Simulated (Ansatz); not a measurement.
Relaxed-ion elastic tensor of LiCl (rock salt, space group No. 225) in GPa (Voigt order), the program Ansatz at the LDA level (PAW); density 2.30 g/cm³, 15.30 Å³ per atom.

|  | 1 | 2 | 3 | 4 | 5 | 6 |
|---|---|---|---|---|---|---|
| 1 | 76.2 | 23.2 | 23.2 | 0.0 | 0.0 | 0.0 |
| 2 | 23.2 | 76.2 | 23.2 | 0.0 | 0.0 | 0.0 |
| 3 | 23.2 | 23.2 | 76.2 | 0.0 | 0.0 | 0.0 |
| 4 | 0.0 | 0.0 | 0.0 | 28.2 | 0.0 | 0.0 |
| 5 | 0.0 | 0.0 | 0.0 | 0.0 | 28.2 | 0.0 |
| 6 | 0.0 | 0.0 | 0.0 | 0.0 | 0.0 | 28.2 |

Question: Is the crystal mechanically stable?

Answer: Yes: the smallest eigenvalue of C is 28.2 GPa.

Question: Work out the Voigt, Reuss and Hill averages.

Answer: K_V = 40.9, K_R = 40.9, K_H = 40.9; G_V = 27.5, G_R = 27.5, G_H = 27.5 GPa.

Question: Give Young's modulus, Poisson's ratio, Pugh's ratio and the universal anisotropy index.

Answer: E = 9KG/(3K + G) = 67.4 GPa; ν = 0.23; K/G = 1.49 (brittle by the Pugh limit of 1.75); A_U = 5G_V/G_R + K_V/K_R − 6 = 0.00.

Question: Estimate the sound speeds and the Debye temperature.

Answer: v_l = √((K + 4G/3)/ρ) = 5810 m/s, v_t = √(G/ρ) = 3460 m/s, mean 3830 m/s; Θ = (h/k)(3n/4πV)^(1/3) v_m = 459 K.

Question: Give the Zener ratio and Young's modulus along [100], [110] and [111].

Answer: A = 2C44/(C11 − C12) = 1.06; 1/E = S11 − 2(S11 − S12 − S44/2)Γ with Γ = 0, 1/4, 1/3 gives 65.4, 67.9, 68.8 GPa.

Question: Solve the Christoffel equation for the three sound speeds along [100], [110], [111].

Answer: Eigenvalues of C_ijkl n_j n_l equal ρv². In km/s, slowest first: [100] 3.50, 3.50, 5.76; [110] 3.39, 3.50, 5.82; [111] 3.43, 3.43, 5.84.

Space group Fm-3m (rock salt). Symmetry was held in the LDA relaxation; phonons on a q-mesh show no instability.

Potentials: the later of the program's two PAW sets.
